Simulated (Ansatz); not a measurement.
The elements of this relaxed trial crystal are hidden behind letters.

```
lattice vectors (Å)
  -3.1422    3.1422    3.1422
   3.1422   -3.1422    3.1422
   3.1422    3.1422   -3.1422
fractional positions
X 0.0000 0.0000 0.0000
X 0.0000 0.0000 0.5000
X 0.0000 0.5000 0.0000
X 0.5000 0.0000 0.0000
X 0.5000 0.5000 0.5000
Z 0.0000 0.5000 0.5000
Z 0.5000 0.5000 0.0000
Z 0.5000 0.0000 0.5000
```

Theory: DFT PBE, scalar-relativistic, plane waves, PAW (Ansatz 0.2.0). Cutoff 420 eV, Γ-centred 8×8×8 mesh (8-atom cell), Gaussian smearing of 0.10 eV, collinear spin.

```
Space group                              : Im-3m (No. 229)
Conventional cell                        : a = 6.284 Å
Volume per atom                          : 15.51 Å³
Density                                  : 10.68 g/cm³
Energy over the elements                 : −0.27 eV/atom
Gap on the 8×8×8 mesh of the 8-atom cell : 0 eV (a metal)
Net moment per atom                      : 0.00 μB
```

Energies are uncorrected and count from the elements' standard states at the same level.

Task: X is a d-block element of period 4 and Z is a d-block element of period 6. Which elements are they?

Result: X = Ti, Z = Re, so the formula is Ti5Re3. Density times volume gives a mean mass of 10.68 × 15.51/1.6605 = 99.8 u per atom, and this set has 99.7 u. Ti on a site of symmetry m-3m has 8 Ti at 2.72 Å and 6 Re at 3.14 Å; around Ti on a site of symmetry -3m lie 2 Ti at 2.72 Å, 6 Re at 2.72 Å and 6 Ti at 3.14 Å; Re is surrounded by 8 Ti at 2.72 Å, 2 Ti at 3.14 Å and 4 Re at 3.14 Å. Other sets within the hints have nearly the same mass, so mass alone doesn't settle it; this one was computed.

Spin–orbit coupling, which can matter for Re, is left out. Symmetry constrained the relaxation, so the result can be a saddle point.
